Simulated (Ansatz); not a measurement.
# ZrC: moving C off its site

ZrC, Fm-3m, a = 4.700 Å (as given, not relaxed at this level: -4.6 GPa). Ansatz: PBEsol, PAW, 420 eV, Γ-centred 18×18×18 mesh on 2 atoms, Gaussian smearing 0.15 eV; no spin polarisation.

```xyz
2
Lattice="0.0000 2.3502 2.3502 2.3502 0.0000 2.3502 2.3502 2.3502 0.0000" Properties=species:S:1:pos:R:3 pbc="T T T"
Zr    2.3502    2.3502    2.3502
C     0.0000    0.0000    0.0000
```

Atom 2 (C) moves by x along the unit vector (0.000, 0.000, -1.000), with its periodic images; all else is held. y is the free energy of the cell over the start, F the force along the path summed over the moved atoms. Symmetry makes y even in x.

| x (Å) | y (meV) | F (eV/Å) |
| --- | --- | --- |
| -0.3000 | 358.1 | 2.82 |
| -0.1500 | 77.9 | 1.07 |
| 0.0000 | 0.0 | 0.00 |
| 0.0375 | 4.9 | -0.26 |
| 0.0750 | 19.5 | -0.52 |
| 0.1125 | ? | ? |
| 0.1875 | 124.3 | -1.42 |
| 0.2250 | 185.1 | -1.83 |
| 0.2625 | 262.4 | -2.30 |

Question: Fit y = c2 x² + c4 x⁴ to the energies of the other rows, give the force constant, and predict energy and force of the missing row.

Answer: Least squares on the rows shown. y = 3261.0 x² + 7956.3 x⁴. The force constant is 2 c2 = 6.52 eV/Å², for the cell as given, at -4.6 GPa (for all images moving together, not for a lone atom). With two atoms in a cubic cell this is the optical mode at Γ (in a metal it hangs on mesh and smearing): ω = 521.5 √(2 c2/μ) = 409 cm⁻¹ for μ = 10.61 u. The force −dy/dx at the missing row is -0.78 eV/Å (computed -0.77). At x = 0.1125 the fit asked for gives 42.5 meV. The run gave 43.6 meV, so the fit is 1.1 meV too low, a small miss on the scale of the series.